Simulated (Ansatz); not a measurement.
Relaxed-ion elastic tensor of Be2C (fluorite or antifluorite type, Fm-3m) in GPa (Voigt order), the program Ansatz at the PBEsol level (PAW); density 2.49 g/cm³, 6.68 Å³ per atom.

```
 581  18.4  18.4   0.0   0.0   0.0
18.4   581  18.4   0.0   0.0   0.0
18.4  18.4   581   0.0   0.0   0.0
 0.0   0.0   0.0   211   0.0   0.0
 0.0   0.0   0.0   0.0   211   0.0
 0.0   0.0   0.0   0.0   0.0   211
```

Task: Is the crystal mechanically stable?

Result: Yes: the smallest eigenvalue of C is 211 GPa.

Task: Work out the Voigt, Reuss and Hill averages.

Result: K_V = 206, K_R = 206, K_H = 206; G_V = 239, G_R = 235, G_H = 237 GPa.

Task: Give Young's modulus, Poisson's ratio, Pugh's ratio and the universal anisotropy index.

Result: E = 9KG/(3K + G) = 514 GPa; ν = 0.08; K/G = 0.87 (brittle by the Pugh limit of 1.75); A_U = 5G_V/G_R + K_V/K_R − 6 = 0.10.

Task: Estimate the sound speeds and the Debye temperature.

Result: v_l = √((K + 4G/3)/ρ) = 14500 m/s, v_t = √(G/ρ) = 9750 m/s, mean 10600 m/s; Θ = (h/k)(3n/4πV)^(1/3) v_m = 1680 K.

Task: Give the Zener ratio and Young's modulus along [100], [110] and [111].

Result: A = 2C44/(C11 − C12) = 0.75; 1/E = S11 − 2(S11 − S12 − S44/2)Γ with Γ = 0, 1/4, 1/3 gives 579, 495, 472 GPa.

Task: Solve the Christoffel equation for the three sound speeds along [100], [110], [111].

Result: Eigenvalues of C_ijkl n_j n_l equal ρv². In km/s, slowest first: [100] 9.21, 9.21, 15.27; [110] 9.21, 10.62, 14.32; [111] 10.17, 10.17, 13.99.

The PBEsol relaxation kept the symmetry of its start.

Potentials: the later of the program's two PAW sets.
